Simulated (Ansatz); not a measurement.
Relaxed-ion elastic tensor of SiC in space group Pm-3n (No. 223; Si on 6c, C on 6d) in GPa (Voigt order), plane-wave PAW r²SCAN (Ansatz code); density 2.65 g/cm³, 12.56 Å³ per atom.

```tsv
	1	2	3	4	5	6
1	412	61.5	61.5	0.0	0.0	0.0
2	61.5	412	61.5	0.0	0.0	0.0
3	61.5	61.5	412	0.0	0.0	0.0
4	0.0	0.0	0.0	88.7	0.0	0.0
5	0.0	0.0	0.0	0.0	88.7	0.0
6	0.0	0.0	0.0	0.0	0.0	88.7
```

Question: Is the crystal mechanically stable?

Answer: Yes: the smallest eigenvalue of C is 88.7 GPa.

Question: Work out the Voigt, Reuss and Hill averages.

Answer: K_V = 178, K_R = 178, K_H = 178; G_V = 123, G_R = 111, G_H = 117 GPa.

Question: Give Young's modulus, Poisson's ratio, Pugh's ratio and the universal anisotropy index.

Answer: E = 9KG/(3K + G) = 288 GPa; ν = 0.23; K/G = 1.53 (brittle by the Pugh limit of 1.75); A_U = 5G_V/G_R + K_V/K_R − 6 = 0.58.

Question: Estimate the sound speeds and the Debye temperature.

Answer: v_l = √((K + 4G/3)/ρ) = 11200 m/s, v_t = √(G/ρ) = 6640 m/s, mean 7360 m/s; Θ = (h/k)(3n/4πV)^(1/3) v_m = 943 K.

Question: Give the Zener ratio and Young's modulus along [100], [110] and [111].

Answer: A = 2C44/(C11 − C12) = 0.51; 1/E = S11 − 2(S11 − S12 − S44/2)Γ with Γ = 0, 1/4, 1/3 gives 396, 255, 228 GPa.

The start of the workflow was typed in or built on a structure type; neither database checked (COD, Materials Project) lists it. It is not the phase usual at ambient conditions (space group No. 186, 216). The r²SCAN relaxation kept the symmetry of its start; whether a distortion lowers the energy is not shown.

Potentials: the later of the program's two PAW sets.
